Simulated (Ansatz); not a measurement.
Method: r2SCAN, no spin polarisation; PAW, plane waves to 500 eV, 4×5×5 Γ-centred mesh, tetrahedron occupations (Ansatz 0.2.0), atoms fixed.

Computed maps in the lattice plane spanned by b (left to right, 5.34 Å, 16 points from zero) and c (bottom to top, 5.34 Å, 16 points from zero), 106° apart, at height 0.750 along a. The fields are smooth PAW ones with compensation charges, not the true ones near nuclei.

Valence density. Digits on a logarithmic scale: 0 up to 0.03 e/Å³, each further digit a factor of 1.6, 9 from 1.3 e/Å³ up:
```
5567666776444444
6676777876422345
6764777765322345
6677766553222345
5677654433333334
5677643334554323
5787543467875323
5776533689997423
5665334799997433
4443235899996455
6422235799976898
7422234577669999
8433333344489999
6444432223599999
5455543333589998
4566655555467865
```

ELF. Ten even steps from '0' (0.00) to '9' (0.86):
```
1134336787100001
3320178898300024
5400177886100245
4311344541000134
1377411100000011
1687410002441000
4788510158886100
6898400599898301
4786102894598200
0131004885895010
3000004899951698
8000001688518999
8002100132069999
4024310000199999
0145410010089997
0135411464038840
```

**Question.** The cell is CaSnBO5. Which atoms lie within 0.2 Å of this plane, and where (fractions of b and c)?

**Answer.** Ca at (0.84, 0.16), B at (0.18, 0.82), O at (0.59, 0.41). The whole cell:
```xyz
16
Lattice="-6.8807 0.0000 0.0000 -1.2709 -4.2691 2.9426 -1.2709 4.2691 2.9426" Properties=species:S:1:pos:R:3 pbc="T T T"
Ca   -6.4315   -2.8760    2.9426
Ca   -2.9911    2.8760    2.9426
Sn   -4.7113    0.0000    2.9426
Sn   -1.2709    0.0000    2.9426
B    -2.9911   -2.7177    2.9426
B    -6.4315    2.7177    2.9426
O    -2.9911    0.7351    2.9426
O    -6.4315   -0.7351    2.9426
O    -1.0481    0.5823    1.0311
O    -4.9341    0.5823    4.8541
O    -8.3745   -0.5823    4.8541
O    -4.4884   -0.5823    1.0311
O    -5.3212    1.8103    2.3029
O    -7.5417    1.8103    3.5823
O    -4.1014   -1.8103    3.5823
O    -1.8809   -1.8103    2.3029
```

Origin: a known structure type with other elements, at an estimated volume, so it need not be a known compound. Caveats: empty levels are not fully converged; many states at the Fermi level without spin polarisation, so a magnetic state may lie lower; atoms or cell far from equilibrium.
